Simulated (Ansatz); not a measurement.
## TlGaSe3, before and after

Recipe of this trial structure of TlGaSe3: perovskite family, tilts a0a0a0 (Pm-3m, No. 221) (A site Tl; B site Ga; X site Se). Its size is a rough estimate.

start.cif

```cif
data_structure
_symmetry_space_group_name_H-M 'P 1'
_symmetry_Int_Tables_number 1
_cell_length_a 4.9323
_cell_length_b 4.9323
_cell_length_c 4.9323
_cell_angle_alpha 90.000
_cell_angle_beta 90.000
_cell_angle_gamma 90.000
_cell_volume 119.99
loop_
_atom_site_label
_atom_site_type_symbol
_atom_site_fract_x
_atom_site_fract_y
_atom_site_fract_z
_atom_site_occupancy
Tl1 Tl 0.50000 0.50000 0.50000 1
Ga1 Ga 0.00000 0.00000 0.00000 1
Se1 Se 0.50000 0.00000 0.00000 1
Se2 Se 0.00000 0.50000 0.00000 1
Se3 Se 0.00000 0.00000 0.50000 1
```

Level of theory: Ansatz 0.2.0, DFT PBE, scalar-relativistic, plane waves, PAW. Cutoff 420 eV, Gaussian smearing, Γ-centred meshes. Cell and atoms relax first on a coarse mesh and then on a finer one. In between, the cell is made exact in the group found at 0.06 Å. In metals the finer mesh still leaves noise of several meV/atom or more. The steps can't lower the symmetry of their start. No spin polarisation.

end.cif

```cif
data_structure
_symmetry_space_group_name_H-M 'P 1'
_symmetry_Int_Tables_number 1
_cell_length_a 5.1030
_cell_length_b 5.1030
_cell_length_c 5.1030
_cell_angle_alpha 90.000
_cell_angle_beta 90.000
_cell_angle_gamma 90.000
_cell_volume 132.89
loop_
_atom_site_label
_atom_site_type_symbol
_atom_site_fract_x
_atom_site_fract_y
_atom_site_fract_z
_atom_site_occupancy
Tl1 Tl 0.50000 0.50000 0.50000 1
Ga1 Ga 0.00000 0.00000 0.00000 1
Se1 Se 0.50000 0.00000 0.00000 1
Se2 Se 0.00000 0.50000 0.00000 1
Se3 Se 0.00000 0.00000 0.50000 1
```

The symmetry stays Pm-3m (No. 221). The end has the cubic perovskite type. The volume per atom grows by 10.7 %, from 24.0 to 26.6 Å³. The shortest distance goes from 2.47 Å (Ga–Se) to 2.55 Å (Ga–Se).

For TlGaSe3, the volume per atom is 26.58 Å³ and the density is 6.39 g/cm³. The energy over the elements is −0.02 eV/atom. The gap on the 8×8×8 mesh of the 5-atom cell is 0 eV (a metal).

Formation energies are uncorrected and refer to the elements' standard structures at the same level. The formation energy is too near zero to say whether this cell lies below the elements.

The last run used Gaussian smearing of 0.10 eV. For metals, differences of a few meV/atom aren't resolved. These runs have no spin–orbit coupling, which can matter for Tl. The reference form of Se is held partly by dispersion forces, which this level lacks. Symmetry constrained the relaxation, so the result can be a saddle point. In all, the 3 runs took 64 s on 1 thread of Arm Neoverse V1 (shared host).
